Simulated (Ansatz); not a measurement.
Polymorphs of PtW, each relaxed with PBE in the plane-wave PAW code Ansatz:

A: L1₀ or tetragonal B2 (P4/mmm)
a = b = 2.743 Å, c = 4.143 Å, α = β = γ = 90.00°

```tsv
atom	site	symmetry	x	y	z
Pt	1a	4/mmm	0.0000	0.0000	0.0000
W	1d	4/mmm	0.5000	0.5000	0.5000
```

B: rock salt (Fm-3m)
a = b = c = 5.2603 Å, α = β = γ = 90.00°

```json
[
 {"atom": "Pt", "site": "4a", "symmetry": "m-3m", "x": "0.0000", "y": "0.0000", "z": "0.0000"},
 {"atom": "W", "site": "4b", "symmetry": "m-3m", "x": "0.5000", "y": "0.5000", "z": "0.5000"}
]
```

C: Cmcm
a = 2.7146 Å, b = 10.6223 Å, c = 4.3583 Å, α = 90.00°, β = 90.00°, γ = 90.00°

```tsv
atom	site	symmetry	x	y	z
W	4c	m2m	0.0000	0.3295	0.2500
Pt	4c	m2m	0.0000	0.0723	0.2500
```

Question: Put the candidates in order of energy per atom at 0 K, lowest first, for PBE.

Answer: A (+0 meV/atom), C (+7 meV/atom), B (+1034 meV/atom)

Typed or built starts, not in the databases checked: A; B; C. All cells were relaxed under the symmetry of their starts (and spin orders); stability against distortions was not tested throughout. Rows with no word on spin ran without spin polarisation. Spin–orbit coupling is left out wherever it is not named.

Energies hold the estimated change up to a 700 eV cutoff; steps of a few meV lie near the error of the meshes.

Potentials: the later of the program's two PAW sets.
